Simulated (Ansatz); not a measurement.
Method: DFT PBE, scalar-relativistic, plane waves, PAW in Ansatz. Settings: cutoff 420 eV, Γ-centred meshes spaced at most about 0.3 Å⁻¹, and about 0.25 Å⁻¹ or finer for metals (2π included), Gaussian smearing. No spin polarisation in the final relaxations.

These are static total energies at zero pressure. All come from trial cells, and lower structures may exist.

Question: These unrelaxed guesses for Ta4N are each relaxed within their symmetry. Order them by the energy at which they end, lowest first.
A.

```cif
data_structure
_symmetry_space_group_name_H-M 'Pm-3m'
_symmetry_Int_Tables_number 221
_cell_length_a 4.2907
_cell_length_b 4.2907
_cell_length_c 4.2907
_cell_angle_alpha 90.000
_cell_angle_beta 90.000
_cell_angle_gamma 90.000
_cell_volume 78.99
loop_
_atom_site_label
_atom_site_type_symbol
_atom_site_symmetry_multiplicity
_atom_site_Wyckoff_symbol
_atom_site_fract_x
_atom_site_fract_y
_atom_site_fract_z
_atom_site_occupancy
Ta1 Ta 1 a 0.00000 0.00000 0.00000 1
Ta2 Ta 3 c 0.50000 0.50000 0.00000 1
N1 N 1 b 0.50000 0.50000 0.50000 1
```

B.

```cif
data_structure
_symmetry_space_group_name_H-M 'P-43m'
_symmetry_Int_Tables_number 215
_cell_length_a 4.5610
_cell_length_b 4.5610
_cell_length_c 4.5610
_cell_angle_alpha 90.000
_cell_angle_beta 90.000
_cell_angle_gamma 90.000
_cell_volume 94.88
loop_
_atom_site_label
_atom_site_type_symbol
_atom_site_symmetry_multiplicity
_atom_site_Wyckoff_symbol
_atom_site_fract_x
_atom_site_fract_y
_atom_site_fract_z
_atom_site_occupancy
Ta1 Ta 4 e 0.24378 0.75622 0.75622 1
N1 N 1 a 0.00000 0.00000 0.00000 1
```

Answer: A (ends in Pm-3m, 0 meV/atom), B (ends in P-43m, 0.31 eV/atom).

These runs have no spin–orbit coupling, which can matter for Ta. Cells relaxed within their symmetry can be saddle points. Some candidate types were left out of the draw beforehand, so a known form may be missing.
